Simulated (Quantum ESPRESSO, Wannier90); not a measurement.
## Tight-binding from DFT: MgTe (rock salt)

Cell from Materials Project (mp-1008786), symmetrised, no further relaxation. Not found in the COD (Crystallography Open Database) copy used, which has the formula in other groups; not checked further. Computed values, not measurements, from PBEsol: Quantum ESPRESSO (norm-conserving PseudoDojo potentials, cutoff 68 Ry, no spin polarisation, no spin-orbit coupling) on a Γ-centred 10×10×10 mesh, then Wannier90. Density: 10×10×10 mesh, Gaussian smearing 0.01 Ry. Spin-orbit coupling is left out although heavy elements are present.

```
begin unit_cell_cart
ang
    0.0000000000    2.9723950000    2.9723950000
    2.9723950000    0.0000000000    2.9723950000
    2.9723950000    2.9723950000    0.0000000000
end unit_cell_cart
mp_grid = 10 10 10
```

Neighbour vectors b of the finite-difference formula (Å⁻¹), by shell:

```csv
shell,b_x,b_y,b_z
1,0.10569,0.10569,-0.10569
1,0.10569,-0.10569,0.10569
1,-0.10569,0.10569,0.10569
1,0.10569,0.10569,0.10569
1,-0.10569,-0.10569,0.10569
1,-0.10569,0.10569,-0.10569
1,0.10569,-0.10569,-0.10569
1,-0.10569,-0.10569,-0.10569
```

### Question
Find the weights w_b from the completeness condition Σ_b w_b b_α b_β = δ_αβ.

### Answer
Shell 1: Σ b_x² = 0.089, Σ b_y² = 0.089, Σ b_z² = 0.089 Å⁻²
Each of the three diagonal sums, weighted, has to give 1 and the off-diagonal ones 0, which holds for w_1 = 11.2 Å². Check on xx: 11.19×0.089 = 1.00.

On this mesh the 4 functions of bands 10-13 (valence bands; start: sp3 on Te, conv_tol = 1.0e-6) end with spreads 2.5414, 2.5414, 2.5414, 2.5414 Å², Ω_I = 8.4856 Å² and Ω_D = 0.0003 Å².

Ω_total is the sum of the spreads, 10.166 Å². Ω_OD = Ω_total − Ω_I − Ω_D = 1.680 Å². Only (Ω_D + Ω_OD)/Ω_total = 16.5 % depends on the gauge, and another start could lower the total by that share at most. The rms radius is √(Ω_total/4) = 1.59 Å.
